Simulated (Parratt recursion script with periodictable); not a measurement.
# Interface roughness in an EUV mirror: Si/Y multilayer on Si

| layer, from the top | thickness (Å) | density (g/cm³) | rms roughness of its top face (Å) | δ at 13.5 nm | β at 13.5 nm |
|---|---|---|---|---|---|
| Si (in each period) | 48.4 | 2.313 | varied | 9.927 × 10⁻⁴ | 0.001813 |
| Y (in each period) | 32.2 | 4.371 | varied | 0.02576 | 0.002238 |
| Si (substrate) | – | 2.313 | 4 | 9.927 × 10⁻⁴ | 0.001813 |

The refractive index is n = 1 − δ + iβ; the runs take δ and β at each wavelength of the scan. Vacuum lies above.

Densities are inputs, not measurements. They were set from computed cells of the Materials Project: Si from entry mp-149 (Fd-3m, 2.313 g/cm³); Y from entry mp-112 (P6₃/mmc, 4.371 g/cm³). A layer's crystal structure does not enter its constants, only its composition and density.

Simulated, not measured: EUV and soft X-ray reflectivity, Parratt recursion, Névot-Croce roughness, Henke tables (Parratt recursion script with periodictable 1.7.1).

Light falls at α = 30° from the surface normal. R is the mean of s and p polarisation. The wavelength is scanned from 12.42 to 14.58 nm in 161 evenly spaced points, without smoothing. The peak is the highest scan point; its wavelength and height come from a parabola through R at that point and its two neighbours.

The pair is repeated 20 times. The runs differ only in σ, the roughness on top of both layers of each period; the substrate's stays as listed.

| σ (Å) | peak λ (nm) | peak R (%) |
|---|---|---|
| 3 | 13.729 | 14.1 |
| 4 | 13.730 | 13.7 |
| 6 | 13.731 | 12.3 |
| 9 | 13.732 | ? |

Problem. Estimate the peak reflectivity at σ = 9 Å from a line of ln R against σ², and compare with the factor exp[−(2πσ/D)²] for one weak reflection.

Solution. With R₀ = 14.1 % of the first row, ln(R/R₀) is 0.0000 at σ² = 9, −0.0288 at σ² = 16, −0.1366 at σ² = 36 Å². A least-squares line has slope −0.00513 Å⁻² and intercept 0.0492, which gives 9.8 % at σ² = 81 Å². For D = 80.6 Å, (2π/D)² = 0.00608 Å⁻², and that slope from the first row gives 9.1 %.

The run gave 9.8 %, so the line misses by 0.0 points. The fitted slope is 0.84 of (2π/D)² in size.
